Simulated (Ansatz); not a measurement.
CoPtO$_{2}$:
```cif
data_Co3O6Pt3
_chemical_formula_sum 'Pt3 Co3 O6'
_space_group_name_H-M_alt 'R-3m :H'
_space_group_IT_number 166
_space_group_name_Hall '-R 3 2"'
_cell_length_a 2.80906
_cell_length_b 2.80906
_cell_length_c 17.71135
_cell_angle_alpha 90.000
_cell_angle_beta 90.000
_cell_angle_gamma 120.000
loop_
_atom_site_label
_atom_site_type_symbol
_atom_site_symmetry_multiplicity
_atom_site_Wyckoff_symbol
_atom_site_fract_x
_atom_site_fract_y
_atom_site_fract_z
_atom_site_occupancy
Pt1 Pt 3 a 0.00000 0.00000 0.00000 1
Co1 Co 3 b 0.00000 0.00000 0.50000 1
O1 O 6 c 0.00000 0.00000 0.11223 1
```
(The calculation used a cell of 4 atoms; values per cell refer to that cell.)

Relaxed at zero pressure with DFT-PBEsol in the program Ansatz with PAW potentials.

The volume is raised by 3 % and shape and atoms relax at that volume. What pressure results, and how do the axes share the change?

-7.2 GPa; a 1.2 %, b 1.2 %, c 0.5 %; the energy rises by 7 meV/atom.

Give the new structure.


Space group R-3m, hexagonal axes (No. 166); a = b = 2.843 Å, c = 17.805 Å, α = β = 90.00°, γ = 120.00°

```json
[
 {"atom": "Pt", "site": "3a", "symmetry": "-3m", "x": "0.0000", "y": "0.0000", "z": "0.0000"},
 {"atom": "Co", "site": "3b", "symmetry": "-3m", "x": "0.0000", "y": "0.0000", "z": "0.5000"},
 {"atom": "O", "site": "6c", "symmetry": "3m", "x": "0.0000", "y": "0.0000", "z": "0.1125"}
]
```

The phase is kept; no other phase was compared at this pressure.

Symmetry was held in the PBEsol relaxation. The workflow began spin-polarised and lost its moments. The volume moved by -17 % from the start of the relaxation. No Hubbard U is applied. Spin–orbit coupling is left out wherever it is not named.

Potentials: the later of the program's two PAW sets.
